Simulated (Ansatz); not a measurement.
MoS$_{2}$:
```yaml
crystal:
  lattice:
    - [3.14944, 0.00000, 0.00000]
    - [-1.57472, 2.72749, 0.00000]
    - [0.00000, 0.00000, 12.08864]
  atoms:
    - { symbol: Mo, position: [0.66667, 0.33333, 0.25000] }
    - { symbol: Mo, position: [0.33333, 0.66667, 0.75000] }
    - { symbol: S, position: [0.33333, 0.66667, 0.37952] }
    - { symbol: S, position: [0.66667, 0.33333, 0.62048] }
    - { symbol: S, position: [0.66667, 0.33333, 0.87952] }
    - { symbol: S, position: [0.33333, 0.66667, 0.12048] }
```

Cartesian axes are those of the cell as given.

Q: Give the high-frequency dielectric tensor and the Born effective charge tensors of the independent atoms from DFPT, plane-wave PAW PBE+D3(BJ) (Ansatz code).

A: 
ε∞:
```
15.6  0.00  0.00
0.00  15.6  0.00
0.00  0.00  7.15
```
Z* of atom 1 (Mo), rows: field, columns: displacement, in e:
```
-1.03   0.00   0.00
 0.00  -1.03   0.00
 0.00   0.00  -0.73
```
Z* of atom 3 (S), rows: field, columns: displacement, in e:
```
0.51  0.00  0.00
0.00  0.51  0.00
0.00  0.00  0.36
```

Static charges for comparison (Bader): Mo1 +1.22, S3 -0.61 e. Born charges measure polarisation by displacement and can exceed these by far.

Space group P6_3/mmc. Symmetry was held in the PBE+D3(BJ) relaxation; phonons on a q-mesh show no instability. No spin polarisation was allowed. Scalar-relativistic: spin–orbit coupling is off unless named, which matters more the heavier the elements.

Potentials: the later of the program's two PAW sets.
